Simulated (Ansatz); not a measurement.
TiB$_{2}$:
Space group P6/mmm (No. 191); a = b = 3.0170 Å, c = 3.1858 Å, α = β = 90.00°, γ = 120.00°

| atom | site | symmetry | x | y | z |
|---|---|---|---|---|---|
| Ti | 1a | 6/mmm | 0.0000 | 0.0000 | 0.0000 |
| B | 2d | -6m2 | 0.3333 | 0.6667 | 0.5000 |

Relaxed at zero pressure with PBEsol in the plane-wave PAW code Ansatz.

The volume is raised by 9 % and shape and atoms relax at that volume. What pressure results, and how do the axes share the change?

-19.2 GPa; a 2.5 %, b 2.5 %, c 3.7 %; the energy rises by 48 meV/atom.

Give the new structure.


Space group P6/mmm (No. 191); a = 3.0931 Å, b = 3.0931 Å, c = 3.3037 Å, α = 90.00°, β = 90.00°, γ = 120.00°

| atom | site | symmetry | x | y | z |
|---|---|---|---|---|---|
| Ti | 1a | 6/mmm | 0.0000 | 0.0000 | 0.0000 |
| B | 2d | -6m2 | 0.3333 | 0.6667 | 0.5000 |

The phase is kept; no other phase was compared at this pressure.

The PBEsol relaxation kept the symmetry of its start. The run is not spin-polarised.

Potentials: the later of the program's two PAW sets.
